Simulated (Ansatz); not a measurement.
# Does relaxation matter for the field gradients of SiO2 with boron replacing Si?

Start: a supercell of SiO2 (quartz type, P3_221) built from a refined structure from the COD, with all atoms left at the host's positions.

```xyz
36
Lattice="-7.3745 4.2577 5.4084 7.3745 -4.2577 5.4084 2.4582 4.2577 -5.4084" Properties=species:S:1:pos:R:3 pbc="T T T"
B     2.3094    0.0000    3.6056
Si   -5.0652    4.2577    3.6056
Si   -0.1488    4.2577    3.6056
Si   -0.1488    4.2577   -1.8028
Si   -1.1547    2.0000    1.8028
Si   -1.1547    2.0000    7.2112
Si   -3.6129    6.2577    1.8028
Si    3.7617    2.0000    1.8028
Si    1.3035    2.2577    0.0000
Si    1.3035    2.2577    5.4084
Si   -3.6129    2.2577    5.4084
Si    3.7617   -2.0000    5.4084
O     1.3754    1.1393    4.2487
O     1.3754    1.1393   -1.1597
O     6.2917    1.1393   -1.1597
O    -1.0828    5.3970   -1.1597
O     3.2420    0.6215    2.4459
O    -4.1325    4.8791    2.4459
O     0.7839    4.8791    2.4459
O     0.7839    4.8791   -2.9625
O     2.7571    2.4970    0.6431
O     2.7571    2.4970    6.0515
O    -2.1592    2.4970    6.0515
O     5.2153   -1.7607    6.0515
O     0.2990    1.7607    1.1597
O     0.2990    1.7607    6.5681
O    -2.1592    6.0184    1.1597
O     5.2153    1.7607    1.1597
O    -1.0828    3.1184    2.9625
O     6.2917   -1.1393    2.9625
O     3.8335    3.1184   -2.4459
O     3.8335    3.1184    2.9625
O     0.7839    3.6362    4.7653
O     0.7839    3.6362   -0.6431
O     3.2420   -0.6215    4.7653
O    -4.1325    3.6362    4.7653
```

Atoms are numbered from 1 in the order listed; like atoms form one site, named after its first atom.

The numbers come from a DFT calculation in Ansatz (PBE, plane waves and PAW, scalar-relativistic, 420 eV cutoff, Γ-centred 3×3×4 k-points, Fermi–Dirac smearing 0.01 eV, cell charge -1).

The largest force at the start is 2.9 eV/Å. Relaxing the ions at fixed cell moves them by 0.173 Å at most (atom 7, Si) and 0.107 Å rms.

| site | atom | moved (Å) | first shell before | first shell after | V_zz before (10²¹ V/m²) | η before |
| --- | --- | --- | --- | --- | --- | --- |
| B | 1 | 0.028 | 4 O at 1.61 Å | 4 O at 1.47–1.49 Å | 0.19 | 0.74 |
| Si2 | 2 | 0.038 | 4 O at 1.61 Å | 4 O at 1.61–1.63 Å | 0.80 | 0.69 |
| Si5 | 5 | 0.120 | 4 O at 1.61 Å | 4 O at 1.61–1.63 Å | 0.81 | 0.54 |
| Si6 | 6 | 0.108 | 4 O at 1.61 Å | 4 O at 1.62–1.63 Å | 0.82 | 0.81 |
| Si7 | 7 | 0.173 | 4 O at 1.61 Å | 4 O at 1.60–1.64 Å | -0.95 | 0.82 |
| Si8 | 8 | 0.140 | 4 O at 1.61 Å | 4 O at 1.60–1.64 Å | -1.32 | 0.70 |
| Si10 | 10 | 0.143 | 4 O at 1.61 Å | 4 O at 1.60–1.65 Å | 1.01 | 0.74 |
| Si11 | 11 | 0.026 | 4 O at 1.61 Å | 4 O at 1.61–1.63 Å | 0.78 | 0.40 |
| O13 | 13 | 0.166 | 1 B at 1.61 Å, 1 Si at 1.61 Å, angle 144° | 1 B at 1.48 Å, 1 Si at 1.60 Å, angle 143° | 12.24 | 0.21 |
| O15 | 15 | 0.049 | 2 Si at 1.61 Å, angle 144° | 2 Si at 1.61–1.64 Å, angle 149° | 8.94 | 0.21 |
| O22 | 22 | 0.083 | 2 Si at 1.61 Å, angle 144° | 2 Si at 1.63–1.64 Å, angle 144° | 9.03 | 0.28 |
| O28 | 28 | 0.101 | 2 Si at 1.61 Å, angle 144° | 2 Si at 1.64 Å, angle 142° | 9.09 | 0.13 |
| O31 | 31 | 0.167 | 1 B at 1.61 Å, 1 Si at 1.61 Å, angle 144° | 1 B at 1.48 Å, 1 Si at 1.60 Å, angle 142° | 12.19 | 0.23 |
| O35 | 35 | 0.153 | 1 Si at 1.61 Å, 1 B at 1.61 Å, angle 144° | 1 B at 1.47 Å, 1 Si at 1.59 Å, angle 145° | 12.13 | 0.19 |

(1) How do the gradients change?

Answers

(1) 

| site | atom | V_zz after | η after | change of V_zz |
| --- | --- | --- | --- | --- |
| B | 1 | 0.15 | 0.58 | -0.04 |
| Si2 | 2 | -0.98 | 0.63 | – |
| Si5 | 5 | 0.70 | 0.49 | -0.11 |
| Si6 | 6 | -0.93 | 0.80 | – |
| Si7 | 7 | -2.45 | 0.14 | -1.50 |
| Si8 | 8 | -2.70 | 0.25 | -1.38 |
| Si10 | 10 | -2.38 | 0.64 | – |
| Si11 | 11 | 1.00 | 0.38 | +0.22 |
| O13 | 13 | 10.80 | 0.21 | -1.44 |
| O15 | 15 | 9.90 | 0.16 | +0.96 |
| O22 | 22 | 9.73 | 0.24 | +0.70 |
| O28 | 28 | 9.60 | 0.20 | +0.51 |
| O31 | 31 | 10.85 | 0.22 | -1.34 |
| O35 | 35 | 10.92 | 0.18 | -1.21 |

The largest change of V_zz along a kept axis is on Si7, from -0.95 to -2.45. The whole tensor moves most on O22, by 2.86 along its most changed direction. In per cent, |V_zz| changes by -13 to +157 on Si, -12 to +11 on O (all sites that start above 0.5, bar those whose gradient vanishes or changes sign or whose main axis turns by over 40°). Where |V_zz| stays above 0.1 and the axes keep their order, η moves most on Si7, from 0.82 to 0.14. On Si5, Si11 V_xx and V_yy change places (or their axes turn by over 50°), so the two values of η hide a larger change. On Si10, Si6, Si2 the largest principal value lies along another axis in the second run, so the two V_zz can't be compared directly. The table leaves out 22 of the 36 sites, with |V_zz| up to 12.09; their tensors move by 1.75 at most along any direction. The statements above cover all sites. The host's own positions weren't relaxed first, so part of the change far from the defect can be the host's relaxation.

The defect repeats with the cell of 36 atoms, so it feels its images: sites between two images don't show the values beside a lone defect, and zeros or small values of η there can come from the images' arrangement. O and Si carry a gradient in the pure host already, so the values there aren't the defect's effect alone. A uniform background compensates the cell's charge.
Before: The neighbours have not yet relaxed around the defect (largest force 2.9 eV/Å), so a real crystal will differ.
